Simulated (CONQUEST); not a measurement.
Worked example: self-consistent single point of Ge (P6_3/mmc, 8 atoms in the cell; from Materials Project mp-1007760, changed as shown) in CONQUEST.

Computed with PBEsol, numerical atomic orbitals double-zeta with polarisation (the shipped basis), PseudoDojo norm-conserving potentials made for PBEsol in CONQUEST.

The change in words: lattice scaled by 0.98. Reference geometry (P6_3/mmc):
```
Ge
1.0
    3.99759     0.00000     0.00000
    0.00000     6.92403     0.00000
    0.00000     0.00000     6.59938
Ge
8
Direct
  0.50000   0.16667   0.06290
  0.00000   0.33333   0.93710
  0.00000   0.33333   0.56290
  0.50000   0.16667   0.43710
  0.00000   0.66667   0.06290
  0.50000   0.83333   0.93710
  0.50000   0.83333   0.56290
  0.00000   0.66667   0.43710
```

Reference input (self-consistent single point, DFT, PBEsol, numerical atomic orbitals double-zeta with polarisation (the shipped basis), PseudoDojo norm-conserving potentials made for PBEsol): basis = DZP; Diag.MPMeshX, Y, Z = 6 4 4; potentials = PseudoDojo norm-conserving PBEsol; Grid.GridCutoff = 140 Ha; DM.SolutionMethod = diagon; Diag.kT = 0.004998 Ha; Diag.GammaCentred = true; minE.SCTolerance = 1.0e-06; SC.MaxIters = 100; SC.LinearMixingFactor = 0.5; SC.KerkerPreCondition = true; SC.KerkerFactor = 0.1 1/bohr. This run's input differs from it in these lines:

```diff
@@ -30,14 +30,14 @@
 # file: coords.dat
-     7.554350259      0.000000000      0.000000000
-     0.000000000     13.084518489      0.000000000
-     0.000000000      0.000000000     12.471020792
+     7.403262875      0.000000000      0.000000000
+     0.000000000     12.822827326      0.000000000
+     0.000000000      0.000000000     12.221599621
 8
-    3.777175129     2.180757443     0.784427208  1 T T T
-    0.000000000     4.361501801    11.686593584  1 T T T
-    0.000000000     4.361501801     7.019937604  1 T T T
-    3.777175129     2.180757443     5.451083188  1 T T T
-    0.000000000     8.723016687     0.784427208  1 T T T
-    3.777175129    10.903761046    11.686593584  1 T T T
-    3.777175129    10.903761046     7.019937604  1 T T T
-    0.000000000     8.723016687     5.451083188  1 T T T
+    3.701631438     2.137142162     0.768738616  1 T T T
+    0.000000000     4.274271501    11.452861004  1 T T T
+    0.000000000     4.274271501     6.879538426  1 T T T
+    3.701631438     2.137142162     5.342061194  1 T T T
+    0.000000000     8.548555825     0.768738616  1 T T T
+    3.701631438    10.685685164    11.452861004  1 T T T
+    3.701631438    10.685685164     6.879538426  1 T T T
+    0.000000000     8.548555825     5.342061194  1 T T T
```

Log, with long lists cut:

```
    new_SC_potl: Starting.  Tolerance:  0.10000E-05

    PulayMixSC: Starting Pulay mixing, A_up =  0.500 A_dn =  0.500
    PulayMixSC: Spin non-polarised calculation.
    PulayMixSC: with Kerker preconditioning, q0 =  0.100
          Harris-Foulkes Energy            :      -713.516678880440281 Ha
          GroundState Energy (E-(1/2)TS)   :      -713.517202166179345 Ha
          Free Energy (E-TS)               :      -713.517725451918409 Ha
          DFT Total Energy                 :      -713.490633391933443 Ha
          Total number of electrons        :       111.999999999999218
   [... lines left out ...]
          Total number of electrons        :       112.000091354107937
    PulayMixSC: Pulay iteration     5 residual:              0.22234E-05
          Harris-Foulkes Energy            :      -713.494753676641722 Ha
          GroundState Energy (E-(1/2)TS)   :      -713.495384634437642 Ha
          Free Energy (E-TS)               :      -713.496015592233448 Ha
          DFT Total Energy                 :      -713.494753680858253 Ha
          Total number of electrons        :       112.000093433867903
    PulayMixSC: Pulay iteration     6 residual:              0.29123E-06
    PulayMixSC: Reached SCF tolerance of  0.29123E-06 after      6 iterations
      | Number of electrons      =       112.000093
      |* band energy as 2Tr[K.H] =       -98.020391005165095 Ha
      |  screened ion-ion energy =      -560.335052433479291 Ha
      |  Ha correction           =         1.649046528403790 Ha
      |  XC correction           =       -56.788360906065058 Ha
      | GS Energy as E-(1/2)TS   =      -713.495384634437642 Ha
      | Free Energy as E-TS      =      -713.496015592233448 Ha
      |* Harris-Foulkes energy   =      -713.494753676641722 Ha
      |* DFT total energy        =      -713.494753680858253 Ha
      |  estimated accuracy      =         0.000000004216531 Ha

    force: Forces on atoms (Ha/a0)
    force:  Atom   X              Y              Z
   [... lines left out ...]
    force: Maximum force :        0.00102805(Ha/a0) on atom         7 in z direction
   [... lines left out ...]
    force: Force Residual:        0.00103227 Ha/a0
    force: Total stress:         -5.70767389     0.00000003    -0.00000000 GPa
                             0.00000000    -5.30441403    -0.00000000
                             0.00000000     0.00000000    -5.05663199
    force: Average pressure:      5.35623997 GPa

    force: Finished force
    get_E_and_F: Change in energy during last step of electronic optimisation: -0.41868E-06
```

The run converged in 6 iterations. CONQUEST prints the stress tensor with tension positive. Against the reference run the free energy goes up by 23.2 meV/atom and the pressure goes from 0.45 to 5.36 GPa.

The program uses no crystal symmetry, so grid and mesh can part values that symmetry would make equal. The atom-centred basis is finite, which shifts total energies and pressures against plane waves. The structure comes from a collection of computed structures, made at another level of theory; the collection holds predicted forms beside known ones. No clean gap shows at this smearing width and mesh (spacing up to 0.27 Å⁻¹); the mesh is coarse for partly filled bands, so the values carry mesh errors. Semi-local functionals can close small gaps.

Cost on one core: around 2.2 core-minutes (rough).
